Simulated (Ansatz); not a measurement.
# Calculation log, AlN (F-43m) (phonons)

Level of theory: r²SCAN, PAW on Ansatz 0.2.0's default frozen-core files (fitted under PBE), scalar-relativistic.

The cell is the relaxed one with its volume scaled by 1.015.

The structure is one entry of a database and needn't be the stable phase.

Command line:

```sh
ansatz run input.yaml --threads 2 --pin off --max-ram 5120MiB --backend cpu --events-out ev --progress --plain --runs-dir out
```

input.yaml:

```yaml
crystal:
  lattice:
    - [0.0, 2.19577011729, 2.19577011729]
    - [2.19577011729, 0.0, 2.19577011729]
    - [2.19577011729, 2.19577011729, 0.0]
  atoms:
    - { symbol: Al, position: [0.0, 0.0, 0.0] }
    - { symbol: "N", position: [0.25, 0.25, 0.25] }
kpoints:
  mp_grid: { grid: [10, 10, 10] }
scf:
  occupations: { method: fixed }
hamiltonian:
  xc: r2scan
  pseudopotentials: { kind: paw }
phonons:
  qmesh: [2, 2, 2]
  qpath:
    path:
      - [0.0, 0.0, 0.0]
      - [-0.5, -0.5, 0.0]
      - [-0.375, -0.375, 0.25]
      - [-0.375, 0.0, 0.375]
      - [0.0, 0.0, 0.0]
      - [0.0, 0.0, 0.5]
      - [-0.5, -0.25, 0.25]
      - [-0.5, -0.5, 0.0]
    npoints: 6
  temperatures: { t_min: 0, t_max: 1000, t_step: 100 }
```

The program printed:

```
Warning: phonons: the dynamical matrix that this run interpolates holds no multipole term above the dipole-dipole one, and a site of this crystal is no centre of inversion, so its interpolated transverse optical and acoustic branches and sound speeds can stay off near Gamma, and the density of states and the thermodynamics with them. What a run solves at a wave vector of phonons.qpoints, Gamma apart, where the deck ...
Warning: RAYON_NUM_THREADS=2 ignored (pool sized by the plan → 2); use --threads N
Engine: ansatz 0.2.0, aarch64-unknown-linux-gnu
Pseudopotentials: kind: paw
Pseudopotential: Al, paw, valence charge 3, recommended cutoff 500 eV (meta_gga), Al.paw.azcp
Pseudopotential: N, paw, valence charge 5, recommended cutoff 500 eV (meta_gga), N.paw.azcp
Functional definition: r2SCAN
  parameter k0 = 0.174
  parameter k1 = 0.065
  parameter a1 = 4.9479
  exchange = r2scan_x(k0 = k0, k1 = k1, a1 = a1)
  correlation = r2scan_c
Crystal: 4 atoms, lattice volume = 42.347 Å³
Basis set: ecut = 500 eV, 1061 PW (Γ), FFT grids on a1, a2, −a1+a2+a3, exchange–correlation on 144×144×216 points (216 copies of the dense FFT grid, shifted against one another)
Bands: 12, of which v1, the nominal top of the filled ones, is band 8 counted from 1 (7 counted from 0)
Symmetry: 16 space group operations
k-points: 63 of 500 (time reversal used)
Non-local potential: Al, projectors of the file, l = 0: 2, l = 1: 2, l = 2: 1
Non-local potential: N, projectors of the file, l = 0: 2, l = 1: 2, l = 2: 1
PAW form: soft (Blöchl's): semilocal exchange-correlation on the pseudo side does not see the compensation charge
PAW frozen core: Al, regenerated for the run's functional (the file was generated under x = pbe(κ = 0.804, μ = 0.2195149727645171), c = pbe(β = 0.06672455060314922))
PAW frozen core: N, regenerated for the run's functional (the file was generated under x = pbe(κ = 0.804, μ = 0.2195149727645171), c = pbe(β = 0.06672455060314922))
PAW one-centre angular grid: Al, 302 points (default); XC on 160 Gauss nodes
PAW one-centre angular grid: N, 302 points (default); XC on 160 Gauss nodes
Initial density: handed on by an earlier stage of this run
Initial wavefunctions: those handed on with the density
Functional: x = r2scan, c = r2scan; τ floored in thin density (d = 2e-4 eV/Å³)
SCF iter   1: F=—  HF=-1856.868344 eV  |F-HF|=—  |Δ(HF+E_count)|=         —  Δρ=8.09e-8  dr2=3.17e-12  dr2_τ=1.07e-13  ethr=3.91e-12  ⟨swp⟩=3.0  Hψ=3526  notcnv=0
preconditioner: auto → none  [insulator: Δε(μ)=3.928 eV  Ē_g=14.098 eV  n_scr=6 (ndim 8)  ℏωp=22.8 eV  f_vac=0.000  ε∞_Penn≈3.6]
SCF iter   2: F=-1856.868344 eV  HF=-1856.868344 eV  |F-HF|=2.27e-13  |Δ(HF+E_count)|=  4.55e-13  Δρ=4.46e-8  dr2=3.60e-13  dr2_τ=1.20e-13  ethr=1.00e-12  ⟨swp⟩=3.0  Hψ=2007  notcnv=0
SCF 1 converged in 2 iterations: F = -1856.868344 eV  dr2 = 3.60e-13
  greatest PAW one-centre occupation: 0.793 electrons in one spin orbital (limit 2), on the N atom at site 3 (counted from 0), in its partial waves of l = 0
iter 1 solved again at ethr=1.00e-12 eV; its pass at ethr=3.10e-3 eV (dr2=3.30e-13 eV) is discarded
[... 103 lines left out ...]
Harris-Foulkes:  -1856.868344 eV  (|F-HF|=9.09e-13)
Internal energy: -1856.868344 eV  (E = F + TS)
E sigma→0 (E₀):  -1856.868344 eV
Fermi energy:    6.537901 eV
--- Per-component energies (eV) ---
  E_band       = 20.796903
  E_kinetic    = 319.571461
  E_local      = -449.807654  (includes V_loc(G=0)·N_el)
  E_nonlocal   = 108.326042
  E_hartree    = 157.212074
  E_xc         = -197.245649
  E_vxc        = -237.688466  (∫ρ·V_xc dr)
  E_paw        = -1204.719744  (= ΣΔE_a)
  E_vpaw       = -46.806171  (= ΣTr[D̂ρ^β])
  E_aug_tail   = 0.000039  (compensation charges beyond the density's cutoff)
  E_vtau       = 12.777509  (kinetic-family band-sum trace: ∫τ·v_τ [+ j·A + Jᵃ·Aᵃ] dr)
  E_ewald      = -590.025567
  E_core_change = -0.179345  (= ΣΔE_core)
  E_smearing   = -0.000000  (= −TS)
  E_closure    = 0.000000  (closes the sum)
  Σ components = -1856.868344   (vs F -1856.868344, Δ=0.00e0)
--- Forces (eV/Å), atoms counted from 1 ---
  atom   1  Al     0.00000000    -0.00000000    -0.00000000
  atom   2  N     -0.00000000    -0.00000000     0.00000000
  atom   3  Al    -0.00000000     0.00000000    -0.00000000
  atom   4  N     -0.00000000    -0.00000000     0.00000000
  max |Σ_I F_I| component: 3.12e-17 eV/Å
--- Phonons: 8 displaced members + 2 references (amplitude of the first 0.0025 Å, Σ member SCF iterations 51) ---
  ASR residual: 7.942e-4 → 0.000e0 eV/Å²; symmetrization residual: 2.493e-4 eV/Å²
  largest component of a force at the reference: 5.6e-17 eV/Å
  ASR residual per site (eV/Å²): 1.48e-4 7.94e-4
  Γ frequencies (cm⁻¹): 0.00 0.00 0.00 649.52 649.52 649.52
  Unit cell's response to a homogeneous field, on a k mesh of 10×10×10: 1 representative field direction (Σ response iterations 6)
  ε∞ (high-frequency dielectric tensor):
        4.278492     0.000000     0.000000
       -0.000000     4.278492    -0.000000
        0.000000     0.000000     4.278492
  ε⁰ (static dielectric tensor): not given — the deck does not say what the cell's rigid motions are, and on a molecule in a box or a wire the rigid rotations would enter the sum over the modes at Γ. For a crystal or a slab, ...
  Born effective charges Z* (e; rows j = field, columns β = displacement):
    site 0:
         2.54668   -0.00000    0.00000
         0.00000    2.54668    0.00000
         0.00000    0.00000    2.54668
    site 1:
        -2.54668    0.00000   -0.00000
        -0.00000   -2.54668   -0.00000
        -0.00000    0.00000   -2.54668
  Z* charge neutrality: 1.049e-4 e pre-enforcement
  k-mesh period / interband length: 31.1 Å / 1.61 Å = 19.30 at k = (0.0000, 0.0000, 0.0000), direct gap 4.704 eV — 14 or more, which is no proof of convergence
  optical modes at Γ without the LO–TO term, one row a degenerate level:
      ω (cm⁻¹)  modes    IR ((D/Å)²/amu)
        649.52      3            48.6834
  optical modes at Γ + LO–TO along q̂ = [1.0000, 0.0000, 0.0000]:
      ω (cm⁻¹)  modes    IR ((D/Å)²/amu)
        649.52      2            32.4556
        896.63      1            16.2278
  optical modes at Γ + LO–TO along q̂ = [0.0000, 1.0000, 0.0000]:
      ω (cm⁻¹)  modes    IR ((D/Å)²/amu)
        649.52      2            32.4556
        896.63      1            16.2278
  optical modes at Γ + LO–TO along q̂ = [0.0000, 0.0000, 1.0000]:
      ω (cm⁻¹)  modes    IR ((D/Å)²/amu)
        649.52      2            32.4556
        896.63      1            16.2278
--- Phonons (by wavevector): 3 wavevectors in 2 supercells ---
  supercell 1 (2 cells, vectors [1, 0, 0], [0, 1, -1], [0, 0, 2] in multiples of the cell's): 4 displaced members by 0.0025 Å; free energy -1856.868344 eV; taken off its force constants: by the sum rule 7.9e-4, by the ...
  symmetry images taken by strict's conditions (phonons.symmetry_images: auto; settled by no image being taken that strict refuses)
  supercell 2 (2 cells, vectors [1, 0, 0], [0, 1, 0], [0, 0, 2] in multiples of the cell's): 4 displaced members by 0.0025 Å; free energy -1856.868344 eV; taken off its force constants: by the sum rule 3.2e-4, by the ...
  symmetry images taken by strict's conditions (phonons.symmetry_images: auto; settled by no image being taken that strict refuses)
  q = [0.0000, 0.0000, 0.0000] (star 1, supercell 1; hermiticity 0.00e0, symmetrization 1.08e-6): -0.00 -0.00 -0.00 649.52 649.52 649.52
  q = [0.0000, 0.0000, -0.5000] (star 4, supercell 2; hermiticity 4.97e-17, symmetrization 5.94e-16): 238.30 238.30 580.87 637.07 637.07 730.49
  q = [0.0000, -0.5000, -0.5000] (star 3, supercell 1; hermiticity 1.01e-16, symmetrization 2.91e-16): 349.10 349.10 589.25 650.60 650.60 715.76
  joined force constants: q→R imaginary residual 8.46e-18
  density of states and harmonic sums: on the 24×24×24 q-mesh, interpolated from the force constants of a 2×2×2 supercell (with the dipole–dipole term)
  largest difference from the sums on the solved wave vectors: F 3.13e-2 eV, S 6.43e-5 and C_V 3.16e-5 eV/K
```

Self-consistency was reached.

Zone-centre phonons:

Harmonic phonons of a crystal by Kohn-Sham DFT at the given cell, standard atomic masses, acoustic sum rule imposed; negative wavenumbers are unstable modes; optical zone-centre levels upwards with Mulliken labels, activity, and the element with most of the kinetic energy.

| Quantity | Value |
| --- | --- |
| Point group | -43m |

```
number  phonon wavenumber (cm⁻¹)  label  infrared  raman  lead element
     1                     649.5     T2       yes    yes             N
```

### Harmonic thermodynamics

Sums over wave vectors interpolated from the q mesh.

- Zero point energy: 96.83 meV/atom

```
temperature (K)  phonon heat capacity (k_B/atom)  phonon entropy (k_B/atom)  phonon free energy (meV/atom)
            100                           0.3369                     0.1246                          96.56
            200                            1.169                     0.6108                          93.57
            300                            1.827                      1.219                           85.7
            400                            2.225                      1.804                          72.64
            500                            2.461                      2.328                          54.79
            600                            2.608                      2.791                          32.69
            700                            2.703                      3.201                           6.84
            800                            2.768                      3.566                         -22.34
            900                            2.814                      3.895                         -54.51
           1000                            2.848                      4.193                         -89.38
```

**Field response**

Linear response of an insulating crystal by Kohn-Sham DFT to a field and to zone-centre displacements, local fields included; Born charges neutralised; LO modes for wave vectors along x and z; Cartesian axes as in the input.

```json
{
  "Dielectric electronic (x, y, z)": "4.278, 4.278, 4.278",
  "Highest phonon with field along x": "896.6 cm⁻¹",
  "Highest phonon with field along z": "896.6 cm⁻¹",
  "Highest phonon without field": "649.5 cm⁻¹"
}
```

| atom | born charge xx (e) | born charge yy (e) | born charge zz (e) |
| --- | --- | --- | --- |
| Al1 | 2.547 | 2.547 | 2.547 |
| N2 | -2.547 | -2.547 | -2.547 |

Keep in mind: frozen-core PAW files fitted under PBE, their cores solved anew for the functional of the run; cell scaled away from its relaxed volume; this zinc-blende form is metastable at ambient conditions; no LO-TO term at the zone centre; coarse q mesh.

Cost: 2.5 min on 2 threads of Arm Neoverse N1, on a shared host, peak memory 0.76 GiB.
